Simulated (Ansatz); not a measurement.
Cs2As3 in space group Fmmm (No. 69; Cs on 8f, Cs on 8h, As on 16n, As on 8i) under volume change, r²SCAN (plane waves, PAW; program Ansatz), shape and atoms relaxed at each volume.

| V (Å³/atom) | E − E(relaxed) (meV/atom) | P (GPa) |
|---|---|---|
| 36.886 | 15.7 | 1.50 |
| 38.102 | 6.6 | 0.93 |
| 39.318 | 1.6 | 0.42 |
| 40.534 | 0.0 | 0.00 |
| 41.750 | 1.4 | -0.35 |
| 42.966 | 5.2 | -0.64 |
| 44.182 | 10.9 | -0.87 |

Question: What does a third-order Birch–Murnaghan fit give for V₀, B₀ and B′?

Answer: V₀ = 40.55 Å³/atom, B₀ = 12.6 GPa, B′ = 4.9.

The first step of the workflow began from a Materials Project structure, measured or hypothetical; the Crystallography Open Database copy checked does not list it. Whether it is the stable phase at ambient conditions was not checked. Symmetry was held in the r²SCAN relaxation; whether a distortion lowers the energy is not shown. Scalar-relativistic: spin–orbit coupling is off unless named, which matters more the heavier the elements.

Potentials: the later of the program's two PAW sets.
